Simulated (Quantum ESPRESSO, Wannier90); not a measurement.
## TlI (CsCl type), plane waves to Wannier functions

```xyz
2
Lattice="4.2382 0.0000 0.0000 0.0000 4.2382 0.0000 0.0000 0.0000 4.2382" Properties=species:S:1:pos:R:3 pbc="T T T"
Tl     0.0000     0.0000     0.0000
I      2.1191     2.1191     2.1191
```

Materials Project entry mp-23197; symmetrised, unrelaxed at this level. COD (Crystallography Open Database) has the formula in 2 space groups, this one among them (matched by group alone). Computed values, not measurements, from PBEsol: Quantum ESPRESSO (norm-conserving PseudoDojo potentials, cutoff 56 Ry, spinors with spin-orbit coupling) on a Γ-centred 6×6×6 mesh, then Wannier90. Density: 8×8×8 mesh, Gaussian smearing 0.01 Ry.

Base run: 14 functions from bands 13-40 of the 40 computed, start hydrogen-like Tl: s;p; I: p, centres 0.05 Å off the atoms, frozen window up to 2.29 eV relative to the valence-band maximum, outer window open. Rows change the key named; with other orbitals the number of functions and the frozen window follow, as listed; window edges are relative to the valence-band maximum. The misfit compares interpolated bands with pw.x on a high-symmetry path, for states up to 1.8 eV relative to the valence-band maximum. Converged means that the tolerances were met: symmetric starts can stop on a saddle, which shows as a larger Ω_OD at equal Ω_I and can move the misfit too.

| setting | functions | frozen to (eV) | Ω_I (Å²) | Ω_D (Å²) | Ω_OD (Å²) | rms misfit (meV) | worst (meV) | ended |
|---|---|---|---|---|---|---|---|---|
| base | 14 | 2.29 | 27.87 | 0.00 | 3.91 | 9.1 | 72 | converged |

Task: Starting from this base row, predict which settings stop with an error, and how Ω_I and the misfit move in the others: only the lowest 21 of the kept bands; only the lowest 24 of the kept bands; dis_mix_ratio = 1.0.

Result: 
```
setting                               functions  frozen to (eV)  Ω_I (Å²)  Ω_D (Å²)  Ω_OD (Å²)  rms misfit (meV)  worst (meV)      ended
------------------------------------  ---------  --------------  --------  --------  ---------  ----------------  -----------  ---------
only the lowest 21 of the kept bands         14            2.29     31.57      0.00       4.14               3.6           27  converged
only the lowest 24 of the kept bands         14            2.29     29.87      0.00       4.02               6.0           50  converged
dis_mix_ratio = 1.0                          14            2.29     27.87      0.00       3.92               9.1           72  converged
```

Runs of this sweep that didn't settle are not listed.
